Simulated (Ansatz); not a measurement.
**Zincblende alloy of GaAs and GaP (56 of 64 As sites exchanged), 128 atoms**

Ansatz, PAW, plane waves. PBEsol relaxation of volume and atoms (shape held) at the single k point (½, ½, ½); single points on the relaxed atoms at the Γ point alone, onto which points of the small cell's zone fold. Arrangement: unlike neighbours preferred. No spin–orbit coupling unless named.

Relaxed structure:

```yaml
crystal:
  lattice:
    - [0.00000, 10.93050, 10.93050]
    - [10.93050, 0.00000, 10.93050]
    - [10.93050, 10.93050, 0.00000]
  atoms:
    - { symbol: Ga, position: [0.99995, 0.00030, 0.99981] }
    - { symbol: Ga, position: [0.49849, 0.99939, 0.00391] }
    - { symbol: Ga, position: [0.00059, 0.49957, 0.99997] }
    - { symbol: Ga, position: [0.99897, 0.00513, 0.49810] }
    - { symbol: Ga, position: [0.24844, 0.24857, 0.25505] }
    - { symbol: Ga, position: [0.49959, 0.50015, 0.99974] }
    - { symbol: Ga, position: [0.49946, 0.00057, 0.49972] }
    - { symbol: Ga, position: [0.74933, 0.25004, 0.25059] }
    - { symbol: Ga, position: [0.00477, 0.49812, 0.49852] }
    - { symbol: Ga, position: [0.24867, 0.74845, 0.25495] }
    - { symbol: Ga, position: [0.25512, 0.24918, 0.74703] }
    - { symbol: Ga, position: [0.49851, 0.49839, 0.50456] }
    - { symbol: Ga, position: [0.74824, 0.74862, 0.25510] }
    - { symbol: Ga, position: [0.75001, 0.25086, 0.74879] }
    - { symbol: Ga, position: [0.25083, 0.75051, 0.74857] }
    - { symbol: Ga, position: [0.75014, 0.75069, 0.74877] }
    - { symbol: Ga, position: [0.99970, 0.99988, 0.25063] }
    - { symbol: Ga, position: [0.24839, 0.24879, 0.99851] }
    - { symbol: Ga, position: [0.50025, 0.00079, 0.25062] }
    - { symbol: Ga, position: [0.75049, 0.24993, 0.00058] }
    - { symbol: Ga, position: [0.00072, 0.50018, 0.25011] }
    - { symbol: Ga, position: [0.24894, 0.74911, 0.99830] }
    - { symbol: Ga, position: [0.00060, 0.99980, 0.74996] }
    - { symbol: Ga, position: [0.25072, 0.24938, 0.50046] }
    - { symbol: Ga, position: [0.49869, 0.49859, 0.24812] }
    - { symbol: Ga, position: [0.74874, 0.74853, 0.99885] }
    - { symbol: Ga, position: [0.49907, 0.99806, 0.74831] }
    - { symbol: Ga, position: [0.74958, 0.25024, 0.50001] }
    - { symbol: Ga, position: [0.99838, 0.50481, 0.74842] }
    - { symbol: Ga, position: [0.25497, 0.74859, 0.49894] }
    - { symbol: Ga, position: [0.50025, 0.50051, 0.75055] }
    - { symbol: Ga, position: [0.74780, 0.75527, 0.49874] }
    - { symbol: Ga, position: [0.99736, 0.24901, 0.00500] }
    - { symbol: Ga, position: [0.24876, 0.00097, 0.25077] }
    - { symbol: Ga, position: [0.50449, 0.24904, 0.99860] }
    - { symbol: Ga, position: [0.74997, 0.00081, 0.24945] }
    - { symbol: Ga, position: [0.00415, 0.74909, 0.99871] }
    - { symbol: Ga, position: [0.99974, 0.25068, 0.49978] }
    - { symbol: Ga, position: [0.25000, 0.50022, 0.24953] }
    - { symbol: Ga, position: [0.50444, 0.74848, 0.99844] }
    - { symbol: Ga, position: [0.24948, 0.00018, 0.74999] }
    - { symbol: Ga, position: [0.50052, 0.25002, 0.49954] }
    - { symbol: Ga, position: [0.75504, 0.49832, 0.24810] }
    - { symbol: Ga, position: [0.75525, 0.99836, 0.74843] }
    - { symbol: Ga, position: [0.99813, 0.74904, 0.49811] }
    - { symbol: Ga, position: [0.24924, 0.50080, 0.75062] }
    - { symbol: Ga, position: [0.50001, 0.75030, 0.50048] }
    - { symbol: Ga, position: [0.74872, 0.49859, 0.75473] }
    - { symbol: Ga, position: [0.24827, 0.00463, 0.99844] }
    - { symbol: Ga, position: [0.74903, 0.00446, 0.99821] }
    - { symbol: Ga, position: [0.00036, 0.25013, 0.25017] }
    - { symbol: Ga, position: [0.24892, 0.50397, 0.99840] }
    - { symbol: Ga, position: [0.25008, 0.99992, 0.50029] }
    - { symbol: Ga, position: [0.50015, 0.24954, 0.25002] }
    - { symbol: Ga, position: [0.75069, 0.49903, 0.00065] }
    - { symbol: Ga, position: [0.75011, 0.00068, 0.49984] }
    - { symbol: Ga, position: [0.00012, 0.74997, 0.24961] }
    - { symbol: Ga, position: [0.99834, 0.24869, 0.74838] }
    - { symbol: Ga, position: [0.25081, 0.49978, 0.50035] }
    - { symbol: Ga, position: [0.49914, 0.75417, 0.24858] }
    - { symbol: Ga, position: [0.49881, 0.25455, 0.74900] }
    - { symbol: Ga, position: [0.74827, 0.49788, 0.49907] }
    - { symbol: Ga, position: [0.99934, 0.74826, 0.75484] }
    - { symbol: Ga, position: [0.49999, 0.74970, 0.75018] }
    - { symbol: P, position: [0.06131, 0.06262, 0.06349] }
    - { symbol: P, position: [0.56254, 0.06265, 0.06339] }
    - { symbol: P, position: [0.06253, 0.56257, 0.06248] }
    - { symbol: P, position: [0.06267, 0.06358, 0.56251] }
    - { symbol: P, position: [0.31267, 0.31263, 0.31333] }
    - { symbol: P, position: [0.56355, 0.56147, 0.06137] }
    - { symbol: P, position: [0.56259, 0.06257, 0.56142] }
    - { symbol: P, position: [0.81323, 0.31156, 0.31251] }
    - { symbol: P, position: [0.06355, 0.56270, 0.56146] }
    - { symbol: P, position: [0.31256, 0.81372, 0.31249] }
    - { symbol: P, position: [0.31234, 0.31366, 0.81164] }
    - { symbol: P, position: [0.56155, 0.56266, 0.56349] }
    - { symbol: P, position: [0.81257, 0.81370, 0.31228] }
    - { symbol: P, position: [0.81153, 0.31161, 0.81337] }
    - { symbol: P, position: [0.31252, 0.81266, 0.81152] }
    - { symbol: P, position: [0.81290, 0.81143, 0.81234] }
    - { symbol: P, position: [0.06217, 0.06353, 0.31176] }
    - { symbol: P, position: [0.56260, 0.06269, 0.31264] }
    - { symbol: P, position: [0.81131, 0.31245, 0.06378] }
    - { symbol: P, position: [0.06347, 0.56262, 0.31158] }
    - { symbol: P, position: [0.06244, 0.06184, 0.81245] }
    - { symbol: P, position: [0.31377, 0.31266, 0.56102] }
    - { symbol: P, position: [0.81259, 0.31163, 0.56221] }
    - { symbol: P, position: [0.06252, 0.56228, 0.81353] }
    - { symbol: P, position: [0.31344, 0.81289, 0.56227] }
    - { symbol: P, position: [0.56178, 0.56266, 0.81330] }
    - { symbol: P, position: [0.81170, 0.81374, 0.56212] }
    - { symbol: P, position: [0.06162, 0.31252, 0.06337] }
    - { symbol: P, position: [0.31257, 0.06172, 0.31346] }
    - { symbol: P, position: [0.56330, 0.31268, 0.06262] }
    - { symbol: P, position: [0.81232, 0.06265, 0.31247] }
    - { symbol: P, position: [0.06252, 0.81278, 0.06241] }
    - { symbol: P, position: [0.06359, 0.31153, 0.56154] }
    - { symbol: P, position: [0.31184, 0.56164, 0.31323] }
    - { symbol: P, position: [0.56255, 0.81273, 0.06235] }
    - { symbol: P, position: [0.31257, 0.06263, 0.81138] }
    - { symbol: P, position: [0.56241, 0.31240, 0.56257] }
    - { symbol: P, position: [0.81346, 0.56158, 0.31272] }
    - { symbol: P, position: [0.81356, 0.06375, 0.81128] }
    - { symbol: P, position: [0.31270, 0.56357, 0.81156] }
    - { symbol: P, position: [0.56136, 0.81359, 0.56269] }
    - { symbol: P, position: [0.81161, 0.56358, 0.81349] }
    - { symbol: P, position: [0.31148, 0.06247, 0.06364] }
    - { symbol: P, position: [0.81254, 0.06335, 0.06242] }
    - { symbol: P, position: [0.06161, 0.31278, 0.31323] }
    - { symbol: P, position: [0.31248, 0.56265, 0.06235] }
    - { symbol: P, position: [0.31243, 0.06241, 0.56261] }
    - { symbol: P, position: [0.56233, 0.31179, 0.31237] }
    - { symbol: P, position: [0.81363, 0.56157, 0.06153] }
    - { symbol: P, position: [0.81260, 0.06348, 0.56155] }
    - { symbol: P, position: [0.06172, 0.81263, 0.31217] }
    - { symbol: P, position: [0.31244, 0.56179, 0.56363] }
    - { symbol: P, position: [0.56160, 0.81357, 0.31358] }
    - { symbol: P, position: [0.56345, 0.31351, 0.81177] }
    - { symbol: P, position: [0.06384, 0.81259, 0.81224] }
    - { symbol: P, position: [0.56349, 0.81151, 0.81151] }
    - { symbol: As, position: [0.31261, 0.31235, 0.06259] }
    - { symbol: As, position: [0.31257, 0.81262, 0.06257] }
    - { symbol: As, position: [0.56275, 0.56228, 0.31251] }
    - { symbol: As, position: [0.81248, 0.81253, 0.06278] }
    - { symbol: As, position: [0.56290, 0.06263, 0.81217] }
    - { symbol: As, position: [0.06258, 0.81269, 0.56240] }
    - { symbol: As, position: [0.06249, 0.31249, 0.81254] }
    - { symbol: As, position: [0.81240, 0.56276, 0.56233] }
```

Problem. What are the mean bond lengths by pair (pairs within 1.2 times the sum of covalent radii, less contacts 15 % beyond the pair's median; cation–cation pairs of compounds aside; long ionic contacts are cut short by that bound)?

Solution. As–Ga 2.425 ± 0.004 Å (standard deviation, 32 bonds); Ga–P 2.358 ± 0.005 Å (standard deviation, 224 bonds).

Problem. What gap lies between the top filled and the lowest empty level in the single points?

Solution. HSE06 with spin–orbit coupling 2.12 eV (25 min on NVIDIA GB200). An indirect band minimum needn't fold onto Γ of this cell; where it doesn't, these gaps are too wide.
